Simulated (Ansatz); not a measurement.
A distorted cell of Te (trigonal-Te type, space group P3_121):

```
Te
1.0
    4.52090     0.00000     0.00000
   -2.26045     3.91521     0.00000
    0.00000     0.00000     5.95427
Te
3
Direct
  0.29673   0.02095   0.33333
  0.00000   0.26811   0.66667
  0.73189   0.73189   0.00000
```

Method: PBE (plane waves to 420 eV, PAW, scalar-relativistic; Ansatz, an electronic-structure program). k mesh 7×7×5 (Γ-centred), Fermi-Dirac smearing 0.05 eV. E stands for the smeared free energy. Compression counts positive. As the smearing reaches across the gap at some points, energies and forces of such displacements shift with the k mesh and the smearing. Spin-orbit coupling is left out, though Te is heavy. Te was relaxed with its symmetry unable to fall.

What forces act on the atoms (eV/Å, Cartesian)?


```csv
atom,Fx,Fy,Fz
Te1,-0.206,-0.175,-0.020
Te2,0.104,0.058,-0.028
Te3,0.102,0.117,0.048
```

Give the stress tensor in GPa and the pressure.


```
   -0.8     -0.3     -0.3
   -0.3     -0.2     -0.3
   -0.3     -0.3     -0.5
```
The pressure, a third of the trace, is -0.5 GPa.

In it atom 1 sits (0.082, 0.082, 0.000) Å away from its relaxed site. What is its energy relative to the relaxed cell?

17 meV/cell.

(A displaced cell: forces are minus the slopes of the energy, force constants its curvatures, and phonons follow from these.)
